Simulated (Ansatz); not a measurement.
Ansatz input

```yaml
crystal:
  lattice:
    - [3.0593484534, 0.0, 0.0]
    - [0.0, 3.0593484534, 0.0]
    - [0.0, 0.0, 3.0593484534]
  atoms:
    - { symbol: Sb, position: [0.0, 0.0, 0.0] }
hamiltonian:
  xc: pbesol
  pseudopotentials:
    kind: paw
    azcp:
      Sb: "pseudopotentials/Sb.paw.azcp"
basis:
  ecutwfc: 420
  fft_grid_basis: typed
kpoints:
  mp_grid: { grid: [17, 17, 17], shift: [0, 0, 0] }
magnetization:
  spin_polarized: false
scf:
  occupations: { method: fermi_dirac, width: 0.1 }
```

and its output:

```
Warning: the record states the generating functional pbe (its physics header spells it `PBE`), which answers neither for hamiltonian.xc's functional nor for the pbesol family's — results may be inconsistent (PPs are generated against a specific XC)
Engine: ansatz 0.2.0, aarch64-unknown-linux-gnu
Pseudopotentials: kind: paw
Pseudopotential: Sb, paw, valence charge 15, recommended cutoff 420 eV (normal) 
Functional definition: PBEsol
  exchange = pbesol_x
  correlation = pbesol_c
Crystal: 1 atoms, lattice volume = 28.634 Å³
Basis set: ecut = 420 eV, 587 PW (Γ)
Bands: 12, of which v1, the nominal top of the filled ones, is band 8 counted from 1 (7 counted from 0)
Symmetry: 48 space group operations
Space group: Pm-3m (ITA 221), of the structure as read, at distance tolerance 3.1e-5 Å
k-points: 165 of 4913
Non-local potential: Sb, projectors of the file, l = 0: 2, l = 1: 2, l = 2: 2, l = 3: 2
PAW form: soft (Blöchl's): semilocal exchange-correlation on the pseudo side does not see the compensation charge
PAW frozen core: Sb, regenerated for the run's functional, and the local potential with it (the file was generated under x = pbe(κ = 0.804, μ = 0.2195149727645171), c = pbe(β = 0.06672455060314922))
PAW one-centre angular grid: Sb, 590 points (default); XC on 64 Gauss nodes
Initial density: superposition of atomic densities (neutral atoms: chi_scale 0, normalization atom), corrected by the library's trained network
Initial wavefunctions: pseudopotential atomic-orbital guess
Functional: x = pbesol(κ = 0.804, μ = 0.12345679012345678), c = pbesol(β = 0.046)
SCF iter   1: F=—  HF=-6408.066074 eV  |F-HF|=—  |Δ(HF+E_count)|=         —  Δρ=2.22e-3  dr2=9.01e-4  ethr=1.77e-3  ⟨swp⟩=5.1  Hψ=11615  notcnv=0
SCF iter   2: F=—  HF=-6408.064783 eV  |F-HF|=—  |Δ(HF+E_count)|=   1.29e-3  Δρ=1.39e-3  dr2=3.71e-4  ethr=6.01e-6  ⟨swp⟩=2.2  Hψ=3755  notcnv=0
SCF iter   3: F=—  HF=-6408.064679 eV  |F-HF|=—  |Δ(HF+E_count)|=   1.04e-4  Δρ=5.88e-4  dr2=5.14e-5  ethr=2.47e-6  ⟨swp⟩=2.0  Hψ=3184  notcnv=0
SCF iter   4: F=—  HF=-6408.064639 eV  |F-HF|=—  |Δ(HF+E_count)|=   3.98e-5  Δρ=2.26e-4  dr2=6.44e-6  ethr=3.43e-7  ⟨swp⟩=2.0  Hψ=3184  notcnv=0
SCF iter   5: F=—  HF=-6408.064637 eV  |F-HF|=—  |Δ(HF+E_count)|=   1.98e-6  Δρ=1.41e-4  dr2=2.75e-6  ethr=4.30e-8  ⟨swp⟩=1.0  Hψ=1948  notcnv=0
SCF iter   6: F=—  HF=-6408.064635 eV  |F-HF|=—  |Δ(HF+E_count)|=   1.56e-6  Δρ=4.39e-5  dr2=2.72e-7  ethr=1.83e-8  ⟨swp⟩=2.1  Hψ=2815  notcnv=0
SCF iter   7: F=-6408.064635 eV  HF=-6408.064635 eV  |F-HF|=2.53e-9  |Δ(HF+E_count)|=   1.70e-7  Δρ=4.94e-6  dr2=2.67e-9  ethr=6.67e-10  ⟨swp⟩=2.8  Hψ=4108  notcnv=0
SCF 1 converged in 7 iterations: F = -6408.064635 eV  dr2 = 2.67e-9
SCF converged after 7 iterations
Free energy (F): -6408.064635 eV
Harris-Foulkes:  -6408.064635 eV  (|F-HF|=2.53e-9)
Internal energy: -6408.046739 eV  (E = F + TS)
E sigma→0 (E₀):  -6408.055687 eV
Entropy (-TS):   -0.017897 eV (-17.897 meV/atom)
Fermi energy:    10.445018 eV
--- Per-component energies (eV) ---
  E_band       = -159.952713
  E_kinetic    = 207.632068
  E_local      = -1540.045921  (includes V_loc(G=0)·N_el)
  E_nonlocal   = 364.114620
  E_hartree    = 699.608127
  E_xc         = -137.688524
  E_vxc        = -96.890721  (∫ρ·V_xc dr)
  E_paw        = -4499.617387  (= ΣΔE_a)
  E_vpaw       = -493.981003  (= ΣTr[D̂ρ^β])
  E_aug_tail   = -0.000002  (compensation charges beyond the density's cutoff)
  E_ewald      = -1502.381577
  E_core_change = 0.331857  (= ΣΔE_core)
  E_smearing   = -0.017897  (= −TS)
  E_closure    = 0.000000  (closes the sum)
  Σ components = -6408.064635   (vs F -6408.064635, Δ=0.00e0)
```
